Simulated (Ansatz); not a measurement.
Gd (Im-3m); start Gd1↑ Gd2↓ Gd3↑ Gd4↓; collinear moments without spin–orbit coupling.

```
Gd
1.0
     0.00000   -4.05000    4.05000
     4.05000    0.00000    0.00000
     2.02500    2.02500    6.07500
Gd
4
Direct
  0.00000 0.00000 0.00000
  0.50000 0.50000 0.00000
  0.75000 0.25000 0.50000
  0.25000 0.75000 0.50000
```

The geometry is a structure as deposited in COD, repeated to hold the magnetic orders, held fixed and not relaxed.

Settings: LDA, 8×8×8 k mesh, Fermi–Dirac smearing of 0.025 eV. PAW means Ansatz 0.2.0 on its default frozen-core files. Site moments are integrated in spheres about the atoms. Start moments (μB): Gd1 7, Gd2 -7, Gd3 7, Gd4 -7.

Iteration by iteration:

```csv
iteration,Harris–Foulkes energy less the last (meV),density residual (eV),M (μB),∫|m| (μB)
1,8678.878,3.6e+00,0.0000,30.0029
2,21700.256,1.6e+00,0.0000,27.3512
3,9923.060,1.9e+00,0.0000,29.5016
4,6282.046,7.5e-02,0.0000,29.1453
5,3127.013,1.1e-02,0.0000,28.9687
6,1455.335,7.2e-01,0.0000,28.2801
7,708.058,3.2e-04,0.0000,28.9713
8,421.729,1.4e-02,0.0000,29.0684
9,227.611,2.6e-02,0.0000,29.1345
10,120.858,1.0e-02,0.0000,29.1443
11,60.658,5.5e-04,0.0000,29.1070
12,-23.258,9.7e-02,0.0000,29.3073
13,-0.263,1.4e-03,0.0000,29.1533
14,0.001,1.5e-04,0.0000,29.1426
15,0.006,2.5e-05,0.0000,29.1319
16,0.000,2.5e-07,0.0000,29.1327
17,0.000,2.0e-07,0.0000,29.1330
18,0.000,2.3e-08,0.0000,29.1329
```

Site moments (μB): Gd1 7.13, Gd2 -7.13, Gd3 7.13, Gd4 -7.13. Cell moment 0.00 μB.

The PAW files were made with PBE; the program remakes their cores once for the run's functional and then keeps them frozen. Without U a semilocal functional puts the f levels too near the Fermi level, which can change moments and the order of magnetic states; site and cell moments are spin moments. The Ansatz runs typed with the search for lower states off end where their start leads. With open f shells a run can end in a state that isn't the lowest. The magnetic state is the one that this cell and start allow. It needn't be the compound's measured order, which may need a larger cell or be absent.
